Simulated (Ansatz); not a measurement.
Bi2Se3 (Bi2Te3 type, space group R-3m)

```
CELL_PARAMETERS angstrom
      2.04070     1.17820     9.22188
     -2.04070     1.17820     9.22188
      0.00000    -2.35639     9.22188
ATOMIC_POSITIONS crystal
  Bi 0.40185 0.40185 0.40185
  Bi 0.59815 0.59815 0.59815
  Se 0.00000 0.00000 0.00000
  Se 0.20782 0.20782 0.20782
  Se 0.79218 0.79218 0.79218
```

The slice is a (-1 1 0 4) plane (indices of the conventional cell) through the point (0.000, 0.000, 0.000) (fractional), spanned by u = [1 0 -1] and v = [1 -1 1] in vectors of this cell: u (4.08 Å) and v (10.36 Å, at 90° to u). It covers one period; positions are fractions (u, v).

Method: PBEsol-D3(BJ) (plane waves to 420 eV, PAW, scalar-relativistic; Ansatz, a quantum-chemistry and plane-wave program). k mesh 9×9×9. These are valence fields of a PAW run, semicore shells included where kept as valence: close to a nucleus they are smooth pseudo fields. At this level the bands of Bi2Se3 touch or barely overlap; measurements give the solid a gap. Bi2Se3 was relaxed with its symmetry unable to fall. Spin-orbit coupling is left out, though Bi is heavy.

Q: Predict the map of the electrostatic potential energy of an electron, from the cell's mean on the slice.

A: 
| v \ u | 0.00 | 0.12 | 0.25 | 0.38 | 0.50 | 0.62 | 0.75 | 0.88 |
|---|---|---|---|---|---|---|---|---|
| 0.90 | <0.0 | 2.0 | 6.2 | 7.1 | 7.1 | 7.1 | 6.2 | 2.0 |
| 0.80 | 2.5 | 3.9 | 6.0 | 6.9 | 6.9 | 6.9 | 6.0 | 3.9 |
| 0.70 | <0.0 | 2.0 | 2.6 | x | x | x | 2.6 | 2.0 |
| 0.60 | 7.0 | 6.9 | 4.3 | x | x | x | 4.3 | 6.9 |
| 0.50 | 8.6 | 8.6 | 8.4 | 7.7 | 7.3 | 7.7 | 8.4 | 8.6 |
| 0.40 | 7.0 | 6.9 | 4.3 | x | x | x | 4.3 | 6.9 |
| 0.30 | <0.0 | 2.0 | 2.6 | x | x | x | 2.6 | 2.0 |
| 0.20 | 2.5 | 3.9 | 6.0 | 6.9 | 6.9 | 6.9 | 6.0 | 3.9 |
| 0.10 | <0.0 | 2.0 | 6.2 | 7.1 | 7.1 | 7.1 | 6.2 | 2.0 |
| 0.00 | x | x | <0.0 | 6.8 | 7.6 | 6.8 | <0.0 | x |

Values: electrostatic potential energy of an electron, from the cell's mean, in eV. Points within 1 Å of a nucleus are blanked (x), as the pseudised field means little there. Values under 0 eV are set to 0. The zero, the cell's mean, hangs on the PAW cores.
